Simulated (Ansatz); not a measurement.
Input:

Ga:
```cif
data_Ga8
_chemical_formula_sum 'Ga8'
_space_group_name_H-M_alt 'Cmcm'
_space_group_IT_number 63
_space_group_name_Hall '-C 2c 2'
_cell_length_a 7.62096
_cell_length_b 4.61493
_cell_length_c 4.55473
_cell_angle_alpha 90.000
_cell_angle_beta 90.000
_cell_angle_gamma 90.000
loop_
_atom_site_label
_atom_site_type_symbol
_atom_site_symmetry_multiplicity
_atom_site_Wyckoff_symbol
_atom_site_fract_x
_atom_site_fract_y
_atom_site_fract_z
_atom_site_occupancy
Ga1 Ga 8 g 0.16291 0.16808 0.25000 1
```
(The calculation used a cell of 4 atoms; values per cell refer to that cell.)

This is the r²SCAN-relaxed structure.

All from DFT-r²SCAN in the program Ansatz with PAW potentials, unless another level is named. Estimate the highest zone-centre frequency.

247 cm⁻¹.

Give the bulk modulus (Birch–Murnaghan fit).

54.8 GPa.

The first step of the workflow began from a Materials Project structure, measured or hypothetical; the Crystallography Open Database files this formula in space group No. 63, but the cells were not matched. It is not the phase usual at ambient conditions (space group No. 64). Symmetry was held in the r²SCAN relaxation; of distortions, only those at the zone centre were tested. As this level gives no gap, phonon frequencies hold no LO–TO term and depend on the k-mesh and smearing (Fermi–Dirac, 0.1 eV here).

Potentials: the later of the program's two PAW sets.
